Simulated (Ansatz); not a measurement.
# Data sheet: Sr₂FeH₆ (DFT)

Sr$_{2}$FeH$_{6}$:
```cif
data_H6FeSr2
_chemical_formula_sum 'Sr2 Fe1 H6'
_space_group_name_H-M_alt 'P 1'
_space_group_IT_number 1
_cell_length_a 5.13403
_cell_length_b 5.13403
_cell_length_c 5.13403
_cell_angle_alpha 60.000
_cell_angle_beta 60.000
_cell_angle_gamma 60.000
loop_
_space_group_symop_operation_xyz
  'x, y, z'
loop_
_atom_site_label
_atom_site_type_symbol
_atom_site_fract_x
_atom_site_fract_y
_atom_site_fract_z
_atom_site_occupancy
Sr1 Sr 0.75000 0.75000 0.75000 1
Sr2 Sr 0.25000 0.25000 0.25000 1
Fe1 Fe 0.00000 0.00000 0.00000 1
H1 H 0.78107 0.78107 0.21893 1
H2 H 0.21893 0.21893 0.78107 1
H3 H 0.21893 0.78107 0.78107 1
H4 H 0.78107 0.21893 0.21893 1
H5 H 0.78107 0.21893 0.78107 1
H6 H 0.21893 0.78107 0.21893 1
```

Space group Fm-3m (No. 225); conventional cell a = 7.2606 Å, b = 7.2606 Å, c = 7.2606 Å, α = 90.00°, β = 90.00°, γ = 90.00°.

Method: LDA (plane waves, PAW; program Ansatz). Structure relaxed to zero pressure with the same functional. Other levels are named where they apply.

### Cell and energy

- Volume per atom: 10.63 Å³
- Density: 4.12 g/cm³
- Formation energy from the elements (no fitted shifts): -0.67 eV/atom

### Electronic structure

Band gap: 1.11 eV (indirect)
Valence-band maximum: at Γ
Conduction-band minimum: at X (3 equivalent valleys)
Smallest direct gap on the standard path: 1.21 eV
Electron effective mass: 0.71, 1.4, 1.4 mₑ (principal values)
Weight of the conduction-edge state by species (Voronoi cells): Fe 50 %, H 42 %, Sr 8 %
Hole effective mass, band 1 of 3 at the edge: 12 along [111] (mₑ)
Hole effective mass, band 2 of 3 at the edge: 9.8 along [110], 12 along [111] (mₑ)
Hole effective mass, band 3 of 3 at the edge: 3.2 along [100] (mₑ)
Weight of the valence-edge state by species (Voronoi cells): Fe 76 %, H 22 %, Sr 3 %

### Mechanics

- Bulk modulus (Birch–Murnaghan fit) = 58.9 GPa
- Pressure derivative B′ = 4.0
- Elastic constants (relaxed ions, GPa) = C11 = 119, C12 = 28.7, C44 = 31.6
- Mechanical stability = stable (all eigenvalues of C positive)
- Hill bulk and shear moduli = 58.9 and 36.5 GPa
- Young's modulus = 90.8 GPa
- Poisson's ratio = 0.24
- Debye temperature from the elastic constants = 447 K

### Dielectric response

- Electronic dielectric constant ε∞ (DFPT) = 4.69
- Static dielectric constant ε0 (ions relaxed, cell fixed) = 10.6
- Born charges (a third of the trace) = Sr +2.25, Fe -2.21, H -0.38 e

### Phonons

* **Highest zone-centre frequency (without LO–TO term)**: 1706 cm^-1
* **Zone-centre stability**: no imaginary mode at Γ
* **Dynamical stability on the path**: stable (no imaginary branch)
* **Zero-point energy**: 143.6 meV/atom
* **Vibrational entropy at 300 K**: 13.1 J/(K·mol of atoms)

The workflow started from a Materials Project entry (that database holds measured and hypothetical structures alike); the Crystallography Open Database copy checked does not list it. Whether it is the stable phase at ambient conditions was not checked. The cell was relaxed with LDA under the symmetry of its start. The run is not spin-polarised. The references are the lowest solids computed at this level, not always the standard phases (solids in place of the gases). Spin–orbit coupling is left out wherever it is not named.

Potentials: the later of the program's two PAW sets.
